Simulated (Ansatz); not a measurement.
Values for one crystal, relaxed and computed with DFT-r²SCAN in the program Ansatz with PAW potentials; other levels are named.

| Quantity | Result |
|---|---|
| Volume per atom | 11.91 Å³ |
| Electronic character | metallic (no gap) |
| Young's modulus | 410 GPa |
| Density of states at the Fermi level | 0.48 states/eV per atom (mean over ±0.08 eV) |
| Gap with spin–orbit coupling | none (metallic) |
| Elastic constants (relaxed ions, GPa) | C11 = 618, C12 = 282, C13 = 275, C33 = 589, C44 = 139 |
| Hill bulk and shear moduli | 387 and 155 GPa |

Q: Which compound is it?
(A) Re7B3, P6_3mc (Re on 2b, Re on 6c, Re on 6c, B on 6c)
(B) Nb5Si3B, P6_3/mcm (Nb on 4d, Nb on 6g, Si on 6g, B on 2b)
(C) LuBRh3, cubic perovskite
(D) HfCo3B2, P6/mmm (B on 2c, Co on 3g, Hf on 1a)

A: A, Re7B3, P6_3mc (Re on 2b, Re on 6c, Re on 6c, B on 6c)

The first step of the workflow began from a Materials Project structure, measured or hypothetical; the Crystallography Open Database copy checked does not list it. Whether it is the stable phase at ambient conditions was not checked. The r²SCAN relaxation kept the symmetry of its start; whether a distortion lowers the energy is not shown. The run is not spin-polarised. As this level gives no gap, shear constants depend on the k-mesh and smearing (Fermi–Dirac, 0.1 eV here). Spin–orbit coupling is left out wherever it is not named.

Potentials: the later of the program's two PAW sets.
